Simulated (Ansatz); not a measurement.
The following input was run with Ansatz 0.2.0.

```yaml
crystal:
  lattice:
    - [3.4779410682, 0.0, 0.0]
    - [0.0, 3.4779410682, 0.0]
    - [0.0, 0.0, 3.4779410682]
  atoms:
    - { symbol: Ta, position: [0.0, 0.0, 0.0] }
    - { symbol: Co, position: [0.0, 0.5, 0.5] }
    - { symbol: Co, position: [0.5, 0.0, 0.5] }
    - { symbol: Co, position: [0.5, 0.5, 0.0] }
basis:
  ecutwfc: 420
kpoints:
  mp_grid: { grid: [12, 12, 12] }
hamiltonian:
  xc: pbesol
scf:
  occupations: { method: gaussian, width: 0.1 }
output:
  forces: true
  stress: true
  eigenvalues: true
```

Launched with
```bash
ansatz run input.yaml --threads 1 --pin off --max-ram 2560MiB --backend cpu --events-out ev --progress --plain --runs-dir out
```

Level of theory: DFT PBEsol, scalar-relativistic, plane waves, PAW in Ansatz 0.2.0.

Abridged output:

```
Pseudopotentials: kind: paw
Pseudopotential: Ta, paw, valence charge 13, recommended cutoff 420 eV (normal)
Pseudopotential: Co, paw, valence charge 17, recommended cutoff 420 eV (normal)
Functional definition: PBEsol
Crystal: 4 atoms, lattice volume = 42.069 Å³
Basis set: ecut = 420 eV, 799 PW (Γ), exchange–correlation on 48×48×48 points (8 copies of the dense FFT grid, shifted against one another)
Bands: 39, of which v1, the nominal top of the filled ones, is band 32 counted from 1 (31 counted from 0)
Symmetry: 48 space group operations
Space group: Pm-3m (ITA 221), of the structure as read, at distance tolerance 3.5e-5 Å
k-points: 84 of 1728
Initial density: superposition of atomic densities (neutral atoms: chi_scale 0, normalization atom), corrected by the library's trained network
Initial wavefunctions: pseudopotential atomic-orbital guess
Functional: x = pbesol(κ = 0.804, μ = 0.12345679), c = pbesol(β = 0.046)
SCF iter   1: F=—  HF=-25086.239582 eV  |F-HF|=—  |Δ(HF+E_count)|=         —  Δρ=2.58e-2  dr2=1.64e-1  ethr=1.77e-3  ⟨swp⟩=5.9  Hψ=11372  notcnv=0
SCF iter   2: F=—  HF=-25086.219841 eV  |F-HF|=—  |Δ(HF+E_count)|=   1.97e-2  Δρ=7.17e-3  dr2=1.53e-2  ethr=2.56e-4  ⟨swp⟩=2.2  Hψ=4642  notcnv=0  defer=118
SCF iter   3: F=—  HF=-25086.218053 eV  |F-HF|=—  |Δ(HF+E_count)|=   1.79e-3  Δρ=1.77e-3  dr2=1.32e-3  ethr=2.38e-5  ⟨swp⟩=1.2  Hψ=3192  notcnv=0  defer=118
SCF iter   4: F=—  HF=-25086.217828 eV  |F-HF|=—  |Δ(HF+E_count)|=   2.25e-4  Δρ=3.40e-4  dr2=3.42e-5  ethr=2.06e-6  ⟨swp⟩=2.1  Hψ=3936  notcnv=0  defer=118
SCF iter   5: F=—  HF=-25086.217722 eV  |F-HF|=—  |Δ(HF+E_count)|=   1.07e-4  Δρ=1.09e-4  dr2=4.21e-6  ethr=5.34e-8  ⟨swp⟩=2.0  Hψ=5809  notcnv=0  defer=118
SCF iter   6: F=—  HF=-25086.217722 eV  |F-HF|=—  |Δ(HF+E_count)|=   3.17e-7  Δρ=3.46e-5  dr2=2.74e-7  ethr=6.57e-9  ⟨swp⟩=2.0  Hψ=4243  notcnv=0  defer=118
SCF iter   7: F=-25086.217721 eV  HF=-25086.217721 eV  |F-HF|=7.98e-9  |Δ(HF+E_count)|=   8.48e-8  Δρ=5.89e-6  dr2=1.11e-8  ethr=1.56e-10  ⟨swp⟩=8.3  Hψ=13073  notcnv=0
SCF 1 converged in 7 iterations: F = -25086.217721 eV  dr2 = 1.11e-8
SCF converged after 7 iterations
Free energy (F): -25086.217721 eV
Harris-Foulkes:  -25086.217721 eV  (|F-HF|=7.98e-9)
Internal energy: -25086.203969 eV  (E = F + TS)
E sigma→0 (E₀):  -25086.210845 eV
Entropy (-TS):   -0.013753 eV (-3.438 meV/atom)
Fermi energy:    22.888480 eV
--- Per-component energies (eV) ---
  E_band       = -572.585776
  E_kinetic    = 1757.133320
  E_local      = -8759.567190  (includes V_loc(G=0)·N_el)
  E_nonlocal   = 1384.596590
  E_hartree    = 3730.967613
  E_xc         = -700.182090
  E_vxc        = -830.542272  (∫ρ·V_xc dr)
  E_paw        = -12724.824196  (= ΣΔE_a)
  E_vpaw       = -1586.140859  (= ΣTr[D̂ρ^β])
  E_aug_tail   = 0.000266  (compensation charges beyond the density's cutoff)
  E_ewald      = -9775.107185
  E_core_change = 0.778904  (= ΣΔE_core)
  E_smearing   = -0.013753  (= −TS)
--- Forces (eV/Å), atoms counted from 1 ---
  atom   1  Ta     0.00000000     0.00000000     0.00000000
  atom   2  Co     0.00000000     0.00000000     0.00000000
  atom   3  Co     0.00000000     0.00000000     0.00000000
  atom   4  Co     0.00000000     0.00000000     0.00000000
--- Stress (GPa, compression-positive) ---
       31.732744       0.000000       0.000000
        0.000000      31.732744       0.000000
        0.000000       0.000000      31.732744
  P = ⅓ Tr σ = 31.7327 GPa (317.327 kbar)
--- Band table (eV; the first three rows and the last of 84) ---
  k-point 0: bands = ["-71.7464", "-71.6792", "-71.6792", "-44.4169", "-35.2890", "-35.2890", "-35.2890", "-35.1636", "-35.1636", "-35.1636", "-34.9926", "-34.9926", "-34.9926", "-11.0534", "-11.0534", "-11.0534", "13.3282", "16.7490", "16.7490", "18.2118", "18.2118", "18.2118", "18.2284", "21.0620", "21.0620", "21.0620", "22.6127", "22.6127", "23.1543", "23.5172", "23.5172", "23.5172", "25.9551", "25.9551", "26.2874", "26.2874", "26.2874", "28.0940", "28.0940"]
  k-point 1: bands = ["-71.7453", "-71.6802", "-71.6792", "-44.4170", "-35.2865", "-35.2865", "-35.2848", "-35.1644", "-35.1644", "-35.1640", "-34.9966", "-34.9943", "-34.9943", "-11.0656", "-11.0542", "-11.0542", "13.4443", "16.8173", "16.8328", "18.2551", "18.2679", "18.2679", "18.2682", "21.0090", "21.0989", "21.0989", "22.5668", "22.6219", "23.1084", "23.3191", "23.3191", "23.5173", "25.3217", "25.8825", "26.0674", "26.0674", "26.5844", "28.0748", "28.4206"]
  k-point 2: bands = ["-71.7424", "-71.6831", "-71.6791", "-44.4172", "-35.2791", "-35.2791", "-35.2727", "-35.1669", "-35.1669", "-35.1650", "-35.0081", "-34.9991", "-34.9991", "-11.0989", "-11.0563", "-11.0563", "13.7830", "17.0142", "17.0607", "18.3830", "18.3840", "18.4354", "18.4354", "20.8544", "21.2070", "21.2070", "22.4327", "22.6439", "22.8187", "22.8187", "22.9718", "23.5177", "24.3241", "25.5796", "25.5796", "25.6853", "26.7014", "28.0237", "29.1848"]
  k-point 83: bands = ["-71.7011", "-71.7011", "-71.7011", "-44.4055", "-35.3097", "-35.3097", "-35.3097", "-35.2939", "-35.0739", "-35.0739", "-35.0739", "-34.9627", "-34.9627", "-11.1562", "-11.1562", "-11.1562", "17.0760", "17.0760", "17.0760", "18.1412", "20.7289", "20.7289", "20.7289", "21.1363", "21.1363", "21.1363", "21.1785", "21.1785", "22.3123", "23.2386", "23.2386", "23.2386", "23.8763", "23.8763", "23.8763", "25.3761", "25.3761", "25.3761", "27.5802"]
```

Self-consistency was reached.

The run took 11 s on 1 thread of Arm Neoverse N1 (shared host), peak memory 0.39 GiB.

Spin–orbit coupling is left out, which can shift energies with elements as heavy as these.